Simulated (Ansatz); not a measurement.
Trial structure of Li₃Be₄P, not yet relaxed:

```
Li Be P
1.0
     4.28181    0.00000    0.00000
    -2.14091    3.70816    0.00000
     0.00000    0.00000    6.16741
Li Be P
3 4 1
Direct
  0.50000 0.00000 0.50000
  0.00000 0.50000 0.50000
  0.50000 0.50000 0.50000
  0.33333 0.66667 0.75207
  0.66667 0.33333 0.75207
  0.66667 0.33333 0.24793
  0.33333 0.66667 0.24793
  0.00000 0.00000 0.50000
```

These are results of DFT PBE, scalar-relativistic, plane waves, PAW in Ansatz 0.2.0, not measurements. Cutoff 420 eV; k points 6×6×4 on the computed 8-atom cell (Γ-centred); Gaussian smearing, width 0.10 eV; no spin polarisation.

Formation energies are uncorrected and refer to the elements' standard structures at the same level. The references include black phosphorus.

Q: Estimate its pressure, forces and energy as it stands.

A: The pressure is 18.6 GPa (the mean over three directions, positive in compression), the largest force is 3.49 eV/Å, and the energy is +1.39 eV/atom against the elements. The shortest distance is 1.99 Å.

Q: How much does it gain on relaxing, and where does it end?

A: Relaxing gains about 0.57 eV/atom (the start's value is from the coarse mesh, so the gain is rough) in 11 ionic steps and ends at +0.81 eV/atom on the finer mesh. The symmetry stays P6/mmm (No. 191). The volume per atom grows by 20.6 %, from 12.2 to 14.8 Å³. The shortest distance goes from 1.99 Å (Li–Be) to 2.10 Å (Be–Be). Conventional cell: a = 4.610 Å, c = 6.415 Å. Li is surrounded by 2 P at 2.30 Å, 4 Li at 2.30 Å and 4 Be at 2.54 Å; Be has 1 Be at 2.10 Å, 3 Li at 2.54 Å and 3 Be at 2.66 Å; around P lie 6 Li at 2.30 Å.

The last run used a 12×12×6 mesh (in the run's order of axes) for its 8-atom cell and Gaussian smearing of 0.10 eV. The reference form of P is held partly by dispersion forces, which this level lacks. The relaxation can't lower the symmetry of the start. A structure relaxed within its symmetry needn't be a true minimum.
